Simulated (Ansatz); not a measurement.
The elements of this relaxed trial crystal are hidden behind letters.

```
lattice vectors (Å)
   3.6935    0.0000    0.0000
  -1.8467    3.1986    0.0000
   0.0000    0.0000    7.9038
fractional positions
X 0.0000 0.0000 0.0000
X 0.3333 0.6667 0.6834
X 0.6667 0.3333 0.3166
Z 0.3333 0.6667 0.3885
Z 0.6667 0.3333 0.6115
```

Computed with DFT PBE, scalar-relativistic, plane waves, PAW (Ansatz 0.2.0). Cutoff 420 eV, Γ-centred 12×12×6 mesh (5-atom cell), Gaussian smearing of 0.10 eV, no spin polarisation.

- Space group: P-3m1 (No. 164)
- Conventional cell: a = 3.693 Å, c = 7.904 Å
- Volume per atom: 18.68 Å³
- Density: 6.69 g/cm³
- Energy over the elements: −0.87 eV/atom
- Gap on the 12×12×6 mesh of the 5-atom cell: 0 eV (a metal)

Energies are uncorrected and count from the elements' standard states at the same level.

Problem. X is a p-block element of period 5 and Z is a p-block element of period 2. Which elements are they?

Solution. X = In, Z = O, so the formula is In3O2. Density times volume gives a mean mass of 6.69 × 18.68/1.6605 = 75.3 u per atom, and this set has 75.3 u. Among the elements that the hints allow, noble gases aside, only these give it. Around In on a site of symmetry -3m lie 6 In at 3.29 Å, 6 In at 3.69 Å and 6 O at 3.74 Å; around In on a site of symmetry 3m lie 4 O at 2.21–2.33 Å and 3 In at 3.29 Å; around O lie 4 In at 2.21–2.33 Å, 3 O at 2.77 Å, 6 O at 3.69 Å and 3 In at 3.74 Å.

An odd number of electrons in the primitive cell allows no gap without spin; a larger cell or a magnetic state could open one. Symmetry constrained the relaxation, so the result can be a saddle point.
